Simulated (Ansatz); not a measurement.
MoSi$_{2}$: how the free axis answers a strain

MoSi$_{2}$, I4/mmm, a = 3.202 Å, c = 7.819 Å. Ansatz: r2SCAN, PAW, 500 eV, Γ-centred 12×12×6 mesh on 6 atoms, Gaussian smearing 0.10 eV; no spin polarisation. Series: biaxial strain in the a-b plane, c and atoms relaxed; x is the strain in per cent. y is the change of c in per cent of 7.819 Å.

```
x (%) y (%)
 -4.5      ?
 -3.0   1.20
 -1.5   0.55
  0.0   0.00
  1.5  -0.49
  3.0  -0.92
  4.5  -1.31
```

Fit y = c1 x + c2 x² to the other rows, say what c1 measures, and predict the missing y.

Least squares on the rows shown. y = −0.3538 x + 0.01437 x². With no stress along c, c1 = −2C13/C33 = -0.354. At x = -4.5 the fit asked for gives 1.88 %. The run gave 1.99 %, so the fit is 0.11 % too low, 3.3 % of the span of the series, against an rms of 0.01 % on the fitted rows. The row lies outside the fitted range. With a term in x³ added, a fit to the same known rows predicts 1.94 %, which recovers part of the miss; the known rows don't hold the rest.

Cost: 7 runs of about 26 core-minutes in all, on Intel Xeon Processor @ 2.50GHz (Skylake/Cascade Lake) (shared hosts).